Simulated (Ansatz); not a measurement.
Mo (bcc (W type)), relaxed and computed with several functionals in Ansatz (plane waves, PAW). Much of their spread follows the volume that each gives.

```
functional  V (Å³/atom)  B₀ by P(V) fit (GPa)
----------  -----------  --------------------
LDA               15.06                   294
PBEsol            15.32                     ?
r²SCAN            15.64                   272
PBE               15.78                   260
```

Task: Fit a straight line to ln B₀ against ln V and predict the withheld value.

Result: Least squares on the 3 shown rows: ln B₀ = -2.46 × ln V + (12.358), with a scatter of 1.0 %. For PBEsol this gives 283. The run itself gave 281, a miss of 0.7 % of that.

All cells were relaxed under the symmetry of their starts (and spin orders); stability against distortions was not tested throughout. Named crystals with no word on spin ran without spin polarisation. Scalar-relativistic: spin–orbit coupling is off unless named, which matters more the heavier the elements.

Potentials: the earlier of the program's two PAW sets. The files were generated under PBE; for other functionals the program regenerates the frozen cores, and for LDA and PBEsol the local potential too.

Ansatz (a program for electronic structure) is a plane-wave DFT program.
